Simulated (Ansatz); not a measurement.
C in space group I4_132 (No. 214; C on 8a) at seven volumes, DFT-PBEsol in the program Ansatz with PAW potentials, scaled uniformly. One row is withheld.

| V (Å³/atom) | P (GPa) |
|---|---|
| 7.864 | 29.46 |
| 8.123 | 18.24 |
| 8.382 | 8.50 |
| 8.642 | 0.02 |
| 8.901 | -7.36 |
| 9.160 | -13.78 |
| 9.419 | ? |

Problem. Fit the shown pressures and predict the withheld one.

Solution. Third-order Birch–Murnaghan: P = (3/2)B₀(x^(7/2) − x^(5/2))[1 + (3/4)(B′ − 4)(x − 1)] with x = (V₀/V)^(2/3). Least squares on the six rows gives V₀ = 8.642 Å³/atom, B₀ = 263.2 GPa, B′ = 3.63. At V = 9.419, x = 0.9442 and P = -19.37 GPa. The run itself gave -19.36 GPa.

The start of the workflow was typed in or built on a structure type; neither database checked (COD, Materials Project) lists it. It is not the phase usual at ambient conditions (space group No. 194, 227). The PBEsol relaxation kept the symmetry of its start. At this level the phase is mechanically unstable.

Potentials: the earlier of the program's two PAW sets. The files were generated under PBE; for other functionals the program regenerates the frozen cores, and for LDA and PBEsol the local potential too.
